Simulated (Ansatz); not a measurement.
System: Cu (fcc type), 1 atom in the cell.

```xyz
1
Lattice="0.0000 1.8171 1.8171 1.8171 0.0000 1.8171 1.8171 1.8171 0.0000" Properties=species:S:1:pos:R:3 pbc="T T T"
Cu    0.0000    0.0000    0.0000
```

Code and potentials: Ansatz PAW hard set, 700 eV. Settings of the plain PBE run: k-mesh 4×4×4 Γ-centred; Fermi–Dirac smearing of 0.15 eV; no spin polarisation.

Plain PBE gives:

```json
{"Pressure": "1.06 GPa"}
```

**Question.** What changes under PBE with spin–orbit coupling?

**Answer.** The pressure decreases by 0.013 GPa to 1.043 GPa.

The stress includes the program's correction for the finite plane-wave basis.

The k-mesh is coarse, so these values belong to this mesh and can lie far from the converged ones.
